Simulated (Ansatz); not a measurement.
# Optical constants of SnTe₃C

All numbers below come from Ansatz 0.2.0, DFT LDA, scalar-relativistic, plane waves, PAW. Settings: 420 eV plane-wave cutoff, Γ-centred 8×8×8 mesh, Fermi-Dirac smearing of 0.15 eV. No spin polarisation.

Equilibrium structure at this level:
```xyz
5
Lattice="4.6217 0.0000 0.0000 0.0000 4.6217 0.0000 0.0000 0.0000 4.6217" Properties=species:S:1:pos:R:3 pbc="T T T"
Sn    0.0000    0.0000    0.0000
C     2.3108    2.3108    2.3108
Te    2.3108    2.3108    0.0000
Te    2.3108    0.0000    2.3108
Te    0.0000    2.3108    2.3108
```

The cell is the ideal cubic perovskite prototype; whether it is the stable structure of this composition wasn't checked. In a metal these results depend on the k mesh and the smearing. Spin–orbit coupling is left out, which matters for heavy elements.

Independent-particle response (no local fields, no excitons) on a 12×12×12 mesh, broadened by 0.1 eV; the Drude term is undamped and its weight carries the smearing above, which sets much of it in a semimetal. The run couldn't bound its error over part or most of this range, so small peaks and near ties are unsure. Light polarised along x. ε₁ lacks the small share of bands above those solved.

(1) Tabulate ε₁ and ε₂ against photon energy.

(2) Where is the highest local maximum of ε₂ between 0.3 and 12 eV?

Answers

(1)
| E (eV) | ε₁ | ε₂ |
| --- | --- | --- |
| 0.3 | -576.35 | 70.86 |
| 0.8 | -34.72 | 21.29 |
| 1.3 | 49.99 | 92.21 |
| 1.8 | -41.37 | 54.40 |
| 2.3 | -25.62 | 32.61 |
| 2.8 | -22.09 | 19.10 |
| 3.3 | -15.50 | 11.77 |
| 3.8 | -12.87 | 9.59 |
| 4.3 | -8.88 | 6.29 |
| 4.8 | -4.83 | 5.67 |
| 5.3 | -6.48 | 9.21 |
| 5.8 | -5.81 | 7.66 |
| 6.3 | -6.41 | 6.18 |
| 6.8 | -6.12 | 4.20 |
| 7.3 | -5.01 | 3.16 |
| 7.8 | -4.43 | 3.02 |
| 8.3 | -3.94 | 2.28 |
| 8.8 | -3.44 | 1.87 |
| 9.3 | -3.09 | 1.58 |
| 9.8 | -2.65 | 1.23 |
| 10.3 | -2.17 | 1.03 |
| 10.8 | -1.81 | 1.00 |
| 11.3 | -1.59 | 1.10 |
| 11.8 | -1.50 | 1.07 |

(2) At 1.4 eV, where ε₂ = 122.6.

Cost: 1 run of about 7.3 core-minutes, on Arm Neoverse V2 (shared hosts).